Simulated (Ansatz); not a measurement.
The relaxed structure here is a generated cell of Sr: the first start was made by placing the elements on the sites of a structure type, and the end was not matched to a known phase here, so it may be hypothetical. Known forms of Sr include space group No. 225.

A relaxed structure of Sr. Space group P6/mmm (No. 191). Level of theory: r2SCAN (plane waves to 500 eV, PAW, scalar-relativistic; Ansatz, a quantum-chemistry and plane-wave program).

```xyz
3
Lattice="6.9458 0.0000 0.0000 -3.4729 6.0152 0.0000 0.0000 0.0000 4.1263" Properties=species:S:1:pos:R:3 pbc="T T T"
Sr     0.0000     0.0000     0.0000
Sr     0.0000     4.0101     2.0632
Sr     3.4729     2.0051     2.0632
```

```json
{
 "volume_per_atom": "57.47 Å³",
 "band_gap": "zero (metallic)",
 "shortest_distances": "",
 "k-mesh": "8×8×11"
}
```

No spin polarisation in the result.

The run could not lose the symmetry of its start: the end is stationary, and may be a saddle point rather than a minimum.

All atoms sit on sites fixed by symmetry, so only the cell could relax.
